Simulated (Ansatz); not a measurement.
Relaxed candidate structures of AlRu:

A. Pm-3m (No. 221), cP2, CsCl type; a = 2.9763 Å, b = 2.9763 Å, c = 2.9763 Å, α = 90.00°, β = 90.00°, γ = 90.00°; Al 1a (0.000, 0.000, 0.000); Ru 1b (0.500, 0.500, 0.500)

B. P6₃/mmc (No. 194), hP12; a = b = 2.8408 Å, c = 23.6101 Å, α = β = 90.00°, γ = 120.00°; Al 2b (0.000, 0.000, 0.250); Al 4f (0.667, 0.333, 0.084); Ru 2a (0.000, 0.000, 0.000); Ru 4f (0.333, 0.667, 0.168)

C. Fd-3m, origin choice 1 (No. 227), cF16, AFLOW prototype AB_cF16_227_a_b (B32, as in NaTl); a = b = c = 6.0409 Å, α = β = γ = 90.00°; Al 8a (0.000, 0.000, 0.000); Ru 8b (0.500, 0.500, 0.500)

D. P6₃/mmc (No. 194), hP4, NiAs type; a = 2.8363 Å, b = 2.8363 Å, c = 7.9007 Å, α = 90.00°, β = 90.00°, γ = 120.00°; Al 2a (0.000, 0.000, 0.000); Ru 2d (0.667, 0.333, 0.250)

E. P6/mmm (No. 191), hP6, AFLOW prototype AB_hP6_191_f_ad (B35, as in CoSn); a = b = 5.260 Å, c = 4.142 Å, α = β = 90.00°, γ = 120.00°; Ru 3f (0.000, 0.500, 0.000); Al 1a (0.000, 0.000, 0.000); Al 2d (0.333, 0.667, 0.500)

Problem. Rank these by energy per atom (lowest first), as PBEsol (plane waves to 420 eV, PAW, scalar-relativistic; Ansatz, a program for electronic structure) gives it.

Solution. A (reference, the lowest among the structures calculated here), B (+0.26 eV/atom), D (+0.28 eV/atom), C (+0.49 eV/atom), E (+0.53 eV/atom)

1 run with a doubtful electronic state, a coarser numerical grid, an end not at rest or a source that can't be used is left out. Each run could gain symmetry but not lose that of its start, so entries can be saddle points. From databases, or of a type measured for this composition: Pm-3m, cP2, CsCl type; the others are generated cells (placed on structure types, drawn at random, substituted or restacked) that were not matched to a known phase here. Energies are at zero temperature and pressure, without zero-point motion. No spin polarisation in the result. A magnetic state may lie lower.
